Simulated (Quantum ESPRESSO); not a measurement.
MgAl3N3O, one run as intended and one with a planted mistake

A calculation, not a measurement. The program is pw.x of Quantum ESPRESSO 7.5 (plane-wave density functional theory). The cell is made up: 8 atoms on a rocksalt lattice, with randomly drawn elements, strain and displacements, not relaxed. PseudoDojo standard norm-conserving files (v0.5 for PBE, v0.4.1 for LDA and PBEsol) set the functional; there is no spin polarisation, spin-orbit coupling or dispersion term, and the masses in the input are unused placeholders.

Intended input:

```
&control calculation='scf', pseudo_dir='./dojo.nc.sr.pbe.v0_5.standard.upf', outdir='./o', disk_io='medium', tprnfor=.true., tstress=.true. /
&system ibrav=0, nat=8, ntyp=4, nbnd=26, ecutwfc=84.00895049, nosym=.true., tot_charge=0,
 occupations='smearing', smearing='fd', degauss=0.0018374661
/
&electrons conv_thr=7.350e-09, electron_maxstep=60, /
ATOMIC_SPECIES
Al 1.0 Al.upf
Mg 1.0 Mg.upf
N 1.0 N.upf
O 1.0 O.upf
CELL_PARAMETERS angstrom
4.149 0.0 0.0
0.0 4.149 0.0
0.0 0.0 4.149
ATOMIC_POSITIONS angstrom
Mg -0.0012 0.1062 0.075
Al -0.0438 2.1174 2.0708
Al 1.9418 -0.0185 2.1468
Al 2.1684 2.0503 0.0541
N 1.9849 -0.3402 -0.1034
O 2.0534 2.1137 2.0036
N 4.2632 -0.0642 1.9812
N 4.1103 2.1304 0.0685
K_POINTS automatic
4 4 4 1 1 1
```

The log is shortened where brackets say so; the opening notice, blank lines, dates and the lines on written files are dropped, and the path of the files is cut. It prints rydbergs, bohrs and kilobars, and counts compression as positive stress. Where no state is partly filled, the Fermi energy that it prints is only some level between the filled and the empty states on the mesh, and need not lie in the true gap.

Log of the intended run:

```
     Program PWSCF v.7.5
     Parallel version (MPI & OpenMP), running on       1 processor cores
     Number of MPI processes:                 1
     Threads/MPI process:                     1
     [start-up lines left out]
     bravais-lattice index     =            0
     lattice parameter (alat)  =       7.8405  a.u.
     unit-cell volume          =     481.9777 (a.u.)^3
     number of atoms/cell      =            8
     number of atomic types    =            4
     number of electrons       =        40.00
     number of Kohn-Sham states=           26
     kinetic-energy cutoff     =      84.0090  Ry
     charge density cutoff     =     336.0358  Ry
     scf convergence threshold =      7.3E-09
     mixing beta               =       0.7000
     number of iterations used =            8  plain     mixing
     Exchange-correlation= PBE
                           (   1   4   3   4   0   0   0)
     [axes and pseudopotential details left out]
   Cartesian axes
     site n.     atom                  positions (alat units)
         1        Mg     tau(   1) = (  -0.0002892   0.0255965   0.0180766  )
         2        Al     tau(   2) = (  -0.0105568   0.5103398   0.4991082  )
         3        Al     tau(   3) = (   0.4680164  -0.0044589   0.5174259  )
         4        Al     tau(   4) = (   0.5226320   0.4941673   0.0130393  )
         5        N      tau(   5) = (   0.4784044  -0.0819957  -0.0249217  )
         6        O      tau(   6) = (   0.4949144   0.5094481   0.4829115  )
         7        N      tau(   7) = (   1.0275247  -0.0154736   0.4775127  )
         8        N      tau(   8) = (   0.9906725   0.5134731   0.0165100  )
     number of k points=    32  Fermi-Dirac smearing, width (Ry)=  0.0018
                       cart. coord. in units 2pi/alat
        k(    1) = (   0.1250000   0.1250000   0.1250000), wk =   0.0625000
        k(    2) = (   0.1250000   0.1250000   0.3750000), wk =   0.0625000
     [further k points left out]
     Dense  grid:    50181 G-vectors     FFT dimensions: (  45,  45,  45)
     Estimated max dynamical RAM per process >      59.66 MB
     Initial potential from superposition of free atoms
     starting charge      39.9918, renormalised to      40.0000
     Starting wfcs are   33 randomized atomic wfcs
     total cpu time spent up to now is        4.6 secs
     per-process dynamical memory:    39.8 Mb
     Self-consistent Calculation
     iteration #  1     ecut=    84.01 Ry     beta= 0.70
     Davidson diagonalization with overlap
     ethr =  1.00E-02,  avg # of iterations =  4.8
     total cpu time spent up to now is       12.5 secs
     total energy              =    -227.55104473 Ry
     estimated scf accuracy    <       2.17479793 Ry
     iteration #  2     ecut=    84.01 Ry     beta= 0.70
     Davidson diagonalization with overlap
     ethr =  5.44E-03,  avg # of iterations =  2.2
     total cpu time spent up to now is       22.0 secs
     total energy              =    -228.13237721 Ry
     estimated scf accuracy    <       2.03006440 Ry
     [iterations 3 to 10 left out]
     iteration # 11     ecut=    84.01 Ry     beta= 0.70
     Davidson diagonalization with overlap
     ethr =  1.86E-10,  avg # of iterations =  2.1
     total cpu time spent up to now is      102.0 secs
     total energy              =    -228.51154571 Ry
     estimated scf accuracy    <          7.8E-09 Ry
     iteration # 12     ecut=    84.01 Ry     beta= 0.70
     Davidson diagonalization with overlap
     ethr =  1.94E-11,  avg # of iterations =  2.3
     total cpu time spent up to now is      111.0 secs
     End of self-consistent calculation
     [lines on levels left out]
     the Fermi energy is    11.9410 ev
!    total energy              =    -228.51154571 Ry
     estimated scf accuracy    <          3.3E-10 Ry
     smearing contrib. (-TS)   =       0.00000000 Ry
     internal energy E=F+TS    =    -228.51154571 Ry
     The total energy is F=E-TS. E is the sum of the following terms:
     one-electron contribution =     -90.21177485 Ry
     hartree contribution      =      67.63952681 Ry
     xc contribution           =     -50.08020184 Ry
     ewald contribution        =    -155.85909582 Ry
     convergence has been achieved in  12 iterations
     Forces acting on atoms (cartesian axes, Ry/au):
     atom    1 type  2   force =    -0.02033584   -0.06147213   -0.07849478
     atom    2 type  1   force =     0.01720309    0.00173518    0.01049431
     atom    3 type  1   force =     0.05202263   -0.02839806   -0.01349731
     atom    4 type  1   force =    -0.02994022   -0.03624889   -0.00483687
     atom    5 type  3   force =     0.05470102    0.20090592    0.01682259
     atom    6 type  4   force =     0.01705680   -0.06416614    0.01792855
     atom    7 type  3   force =    -0.09011841    0.05466482    0.09284537
     atom    8 type  3   force =    -0.00058907   -0.06702068   -0.04126187
     Total force =     0.301636     Total SCF correction =     0.000017
     Computing stress (Cartesian axis) and pressure
          total   stress  (Ry/bohr**3)                   (kbar)     P=       74.87
   0.00050029  -0.00013534   0.00007453           73.60      -19.91       10.96
  -0.00013534   0.00059824  -0.00006109          -19.91       88.00       -8.99
   0.00007453  -0.00006109   0.00042833           10.96       -8.99       63.01
     init_run     :      4.30s CPU      4.51s WALL (       1 calls)
     electrons    :     99.70s CPU    106.38s WALL (       1 calls)
     forces       :      0.99s CPU      1.01s WALL (       1 calls)
     stress       :      3.80s CPU      3.84s WALL (       1 calls)
     [timing details left out]
     PWSCF        :   1m48.95s CPU   1m55.93s WALL
     JOB DONE.
```

A second run has one planted mistake: the smearing is too wide. The input lines that differ, file-writing options aside:

```
- &system ibrav=0, nat=8, ntyp=4, nbnd=26, ecutwfc=84.00895049, nosym=.true., tot_charge=0,
+ &system ibrav=0, nat=8, ntyp=4, nbnd=44, ecutwfc=84.00895049, nosym=.true., tot_charge=0,
-  occupations='smearing', smearing='fd', degauss=0.0018374661
+  occupations='smearing', smearing='fd', degauss=0.0389542815
```

Its log:

```
     Program PWSCF v.7.5
     Parallel version (MPI & OpenMP), running on       1 processor cores
     Number of MPI processes:                 1
     Threads/MPI process:                     1
     [start-up lines left out]
     bravais-lattice index     =            0
     lattice parameter (alat)  =       7.8405  a.u.
     unit-cell volume          =     481.9777 (a.u.)^3
     number of atoms/cell      =            8
     number of atomic types    =            4
     number of electrons       =        40.00
     number of Kohn-Sham states=           44
     kinetic-energy cutoff     =      84.0090  Ry
     charge density cutoff     =     336.0358  Ry
     scf convergence threshold =      7.3E-09
     mixing beta               =       0.7000
     number of iterations used =            8  plain     mixing
     Exchange-correlation= PBE
                           (   1   4   3   4   0   0   0)
     [axes and pseudopotential details left out]
   Cartesian axes
     site n.     atom                  positions (alat units)
         1        Mg     tau(   1) = (  -0.0002892   0.0255965   0.0180766  )
         2        Al     tau(   2) = (  -0.0105568   0.5103398   0.4991082  )
         3        Al     tau(   3) = (   0.4680164  -0.0044589   0.5174259  )
         4        Al     tau(   4) = (   0.5226320   0.4941673   0.0130393  )
         5        N      tau(   5) = (   0.4784044  -0.0819957  -0.0249217  )
         6        O      tau(   6) = (   0.4949144   0.5094481   0.4829115  )
         7        N      tau(   7) = (   1.0275247  -0.0154736   0.4775127  )
         8        N      tau(   8) = (   0.9906725   0.5134731   0.0165100  )
     number of k points=    32  Fermi-Dirac smearing, width (Ry)=  0.0390
                       cart. coord. in units 2pi/alat
        k(    1) = (   0.1250000   0.1250000   0.1250000), wk =   0.0625000
        k(    2) = (   0.1250000   0.1250000   0.3750000), wk =   0.0625000
     [further k points left out]
     Dense  grid:    50181 G-vectors     FFT dimensions: (  45,  45,  45)
     Estimated max dynamical RAM per process >      68.53 MB
     Initial potential from superposition of free atoms
     starting charge      39.9918, renormalised to      40.0000
     Starting wfcs are   33 randomized atomic wfcs +   11 random wfcs
     total cpu time spent up to now is        4.3 secs
     per-process dynamical memory:    38.5 Mb
     Self-consistent Calculation
     iteration #  1     ecut=    84.01 Ry     beta= 0.70
     Davidson diagonalization with overlap
     ethr =  1.00E-02,  avg # of iterations =  7.0
     total cpu time spent up to now is       18.0 secs
     total energy              =    -227.60715603 Ry
     estimated scf accuracy    <       2.10788857 Ry
     iteration #  2     ecut=    84.01 Ry     beta= 0.70
     Davidson diagonalization with overlap
     ethr =  5.27E-03,  avg # of iterations =  2.0
     total cpu time spent up to now is       34.4 secs
     total energy              =    -228.02216365 Ry
     estimated scf accuracy    <       2.33228154 Ry
     [iterations 3 to 9 left out]
     iteration # 10     ecut=    84.01 Ry     beta= 0.70
     Davidson diagonalization with overlap
     ethr =  2.94E-10,  avg # of iterations =  2.0
     total cpu time spent up to now is      108.6 secs
     total energy              =    -228.51665107 Ry
     estimated scf accuracy    <       0.00000001 Ry
     iteration # 11     ecut=    84.01 Ry     beta= 0.70
     Davidson diagonalization with overlap
     ethr =  2.62E-11,  avg # of iterations =  2.2
     total cpu time spent up to now is      115.9 secs
     End of self-consistent calculation
     [lines on levels left out]
     the Fermi energy is    12.3596 ev
!    total energy              =    -228.51665107 Ry
     estimated scf accuracy    <          1.6E-09 Ry
     smearing contrib. (-TS)   =      -0.02388704 Ry
     internal energy E=F+TS    =    -228.49276402 Ry
     The total energy is F=E-TS. E is the sum of the following terms:
     one-electron contribution =     -90.14514894 Ry
     hartree contribution      =      67.58670355 Ry
     xc contribution           =     -50.07522281 Ry
     ewald contribution        =    -155.85909582 Ry
     convergence has been achieved in  11 iterations
     Forces acting on atoms (cartesian axes, Ry/au):
     atom    1 type  2   force =    -0.02068874   -0.05984421   -0.07820557
     atom    2 type  1   force =     0.01683498    0.00104272    0.01068560
     atom    3 type  1   force =     0.05268618   -0.02725442   -0.01362041
     atom    4 type  1   force =    -0.03009930   -0.03751475   -0.00467332
     atom    5 type  3   force =     0.05438670    0.19729200    0.01676715
     atom    6 type  4   force =     0.01633575   -0.06062628    0.01680498
     atom    7 type  3   force =    -0.08931521    0.05286648    0.09288570
     atom    8 type  3   force =    -0.00014037   -0.06596155   -0.04064412
     Total force =     0.297244     Total SCF correction =     0.000025
     Computing stress (Cartesian axis) and pressure
          total   stress  (Ry/bohr**3)                   (kbar)     P=       85.23
   0.00056375  -0.00014014   0.00007506           82.93      -20.62       11.04
  -0.00014014   0.00067988  -0.00006231          -20.62      100.01       -9.17
   0.00007506  -0.00006231   0.00049443           11.04       -9.17       72.73
     init_run     :      3.34s CPU      4.27s WALL (       1 calls)
     electrons    :    104.96s CPU    111.52s WALL (       1 calls)
     forces       :      1.15s CPU      1.17s WALL (       1 calls)
     stress       :      4.25s CPU      4.27s WALL (       1 calls)
     [timing details left out]
     PWSCF        :   1m53.80s CPU   2m 1.74s WALL
     JOB DONE.
```

|  | intended run | run with the mistake |
| --- | --- | --- |
| free energy (eV) | -3109.058 | -3109.127 |
| smearing term -TS (eV) | 0.0000 | -0.3250 |
| pressure (GPa) | 7.49 | 8.52 |
| largest force component (eV/Å) | 5.165 | 5.073 |
| largest change of a force component (eV/Å) |  | 0.093 |
| iterations | 12 | 11 |

For scale, a rerun of the intended cell at 1437 eV and a 6 x 6 x 6 mesh moved values by no more than 0.003 eV in energy, 0.02 GPa in stress and 0.010 eV/Å in force. The number of bands, nbnd, was set by rule from the electron count and the smearing, so it follows the mistake.